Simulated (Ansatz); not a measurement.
**An elastic constant from a strain scan in KZnF3**

Level of theory: Ansatz 0.2.0, DFT r2SCAN, scalar-relativistic, plane waves, PAW. Settings: plane waves to 500 eV, k-mesh 6×6×6 (Γ-centred), Gaussian smearing 0.05 eV. No spin polarisation. Energies are free energies at this smearing, counted from the undisturbed cell; pressure is positive in compression.

Zero of the scan (as given, not relaxed at this level; it stands at -0.2 GPa, and it needn't be the usual structure):

```
K Zn F
1.0
     4.05000    0.00000    0.00000
     0.00000    4.05000    0.00000
     0.00000    0.00000    4.05000
K Zn F
1 1 3
Direct
  0.00000 0.00000 0.00000
  0.50000 0.50000 0.50000
  0.50000 0.50000 0.00000
  0.00000 0.50000 0.50000
  0.50000 0.00000 0.50000
```

The cell is strained by ε times the Voigt pattern (0, 0, 0, 0, 0, 1) (xx, yy, zz, yz, xz, xy; engineering shear) with fractional coordinates fixed. The cell holds 5 atoms in V0 = 66.43 Å³. The stress column is τ = (1/V0) dE/dε, got from the stress tensor σ (compression positive) at each point as −det(1 + εP) σ : P(1 + εP)⁻¹, with P the pattern as a tensor.

```csv
ε,ΔE (meV/atom),τ (GPa)
-0.0175,0.463,-0.642
-0.0150,0.340,-0.550
-0.0125,0.233,-0.458
-0.0100,0.149,-0.366
-0.0075,0.082,-0.275
-0.0050,0.035,-0.183
-0.0025,0.008,-0.092
0.0000,0.000,0.000
0.0025,0.008,0.092
0.0050,0.035,0.183
0.0075,0.082,0.275
0.0100,0.149,0.366
0.0125,0.233,0.458
0.0150,0.340,0.550
0.0175,0.463,0.642
0.0200,?,?
```

Which combination of elastic constants does this scan measure, and how large is it?

For small ε, τ = τ0 + Kε with K = pᵀCp, which for this pattern is C44 in the cubic axes. The parabola through τ at ε = -0.0025, 0 and 0.0025 has slope K = 37 GPa at zero. The energies per cell, E = NΔE, of the wider pair ε = ±0.0175 give K = 2[E(ε₊)/ε₊ − E(ε₋)/ε₋]/[(ε₊ − ε₋)V0] = 36 GPa, in agreement.

Predict the withheld row at ε = 0.0200 from the harmonic law, and compare.

ΔE = V0(τ0 ε + Kε²/2)/N = 0.607 meV/atom and τ = 0.73 GPa. The calculation gives 0.606 meV/atom and 0.73 GPa, a miss of 0.01 meV/atom at most, so the harmonic law still holds here.